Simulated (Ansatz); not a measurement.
All numbers below come from Ansatz 0.2.0, DFT PBE, scalar-relativistic, plane waves, PAW. All cells share a 420 eV cutoff and Γ-centred k meshes spaced at most about 0.3 Å⁻¹ (about 0.25 or finer for metals, 2π included). No spin polarisation in the final relaxations.

These are static total energies at zero pressure.

Compare these two cells of SiB₄W, each relaxed at this level.

1.

```
Si B W
1.0
     2.99710    0.00000    0.00000
    -1.49855    2.59557    0.00000
     0.00000    0.00000    6.99452
Si B W
1 4 1
Direct
  0.00000 0.00000 0.50000
  0.33333 0.66667 0.75482
  0.33333 0.66667 0.24518
  0.66667 0.33333 0.75482
  0.66667 0.33333 0.24518
  0.00000 0.00000 0.00000
```

2.

```
Si B W
1.0
     2.92624    0.00000    0.00000
     0.00000    2.92624    0.00000
     0.00000    0.00000    6.64116
Si B W
1 4 1
Direct
  0.50000 0.50000 0.50000
  0.50000 0.00000 0.73859
  0.00000 0.50000 0.26141
  0.50000 0.00000 0.26141
  0.00000 0.50000 0.73859
  0.00000 0.00000 0.00000
```

**Question.** Which is lower in energy, and by how much?

**Answer.** Cell 1 is lower, by 173 meV/atom. Cell 1 has space group P6/mmm (No. 191), 9.1 Å³/atom and no gap on its mesh; cell 2 has space group P4/mmm (No. 123), 9.5 Å³/atom and no gap. Counting B or Si atoms around W (for each partner element, those within 1.25 times its shortest distance or 1.15 times the sum of covalent radii, where it is the nearest in units of that sum or under 1.3; a plus sign parts groups by distance over the sum of covalent radii), cell 1 has W 12+2 and cell 2 has W 8. Cell 1 holds B–B nets (shortest 1.73 Å); in cell 2 the shortest B–B distance is 2.07 Å, near bonding range too. Even the lower one lies +0.21 eV/atom against the reference forms of the elements (uncorrected), so neither is stable at this level. In cell 1, Si is surrounded by 12 B at 2.48 Å; B is surrounded by 3 B at 1.73 Å, 3 W at 2.44 Å and 3 Si at 2.48 Å; W is surrounded by 12 B at 2.44 Å. In cell 2, around Si lie 8 B at 2.16 Å; B is surrounded by 4 B at 2.07 Å, 2 Si at 2.16 Å and 2 W at 2.27 Å; around W lie 8 B at 2.27 Å and 4 W at 2.93 Å. Both come from invented guesses.

Spin–orbit coupling, which can matter for W, is left out. Cells relaxed within their symmetry can be saddle points.
